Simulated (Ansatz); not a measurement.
The relaxed structure here is a generated cell of ZnSnN2: the first start was made by placing the elements on the sites of a structure type, and the end was not matched to a known phase here, so it may be hypothetical.

One starting cell of ZnSnN2 (a generated cell, ZnSnN2 placed in the AFLOW prototype ABC2_hP8_194_d_a_f (as in AlCr2C)) was relaxed twice with Ansatz (plane waves, PAW, scalar-relativistic): with PBEsol at 420 eV and with PBE at 420 eV. The PBEsol result:

```
CELL_PARAMETERS angstrom
      3.14413     0.00000     0.00000
     -1.57207     2.72290     0.00000
      0.00000     0.00000    10.60979
ATOMIC_POSITIONS crystal
  Zn 0.33333 0.66667 0.75000
  Zn 0.66667 0.33333 0.25000
  N  0.33333 0.66667 0.11728
  N  0.66667 0.33333 0.61728
  N  0.66667 0.33333 0.88272
  N  0.33333 0.66667 0.38272
  Sn 0.00000 0.00000 0.00000
  Sn 0.00000 0.00000 0.50000
```

```
quantity                           PBEsol      PBE
--------------------------------  -------  -------
space group                       P6₃/mmc  P6₃/mmc
volume (Å³/atom)                    11.35        ?
a (Å)                               3.144        ?
c (Å)                              10.610        ?
gap (eV, no spin-orbit coupling)     0.22        ?
```

Question: Fill in the PBE column.

Answer: 
- volume (Å³/atom), PBE: 11.80
- a (Å), PBE: 3.184
- c (Å), PBE: 10.754
- gap (eV, no spin-orbit coupling), PBE: 0.00

Both levels end in the same structure; PBE's volume is 4.0 % larger; its gap is 0.22 eV smaller, so that PBE closes a gap that the other level keeps. Neither column is exact.

No spin polarisation in the result.

The run could not lower the symmetry of its start; a shaken copy of this end point relaxes with PBEsol to P6₃mc (No. 186), 0.218 eV/atom lower.

Ansatz is an electronic-structure program.
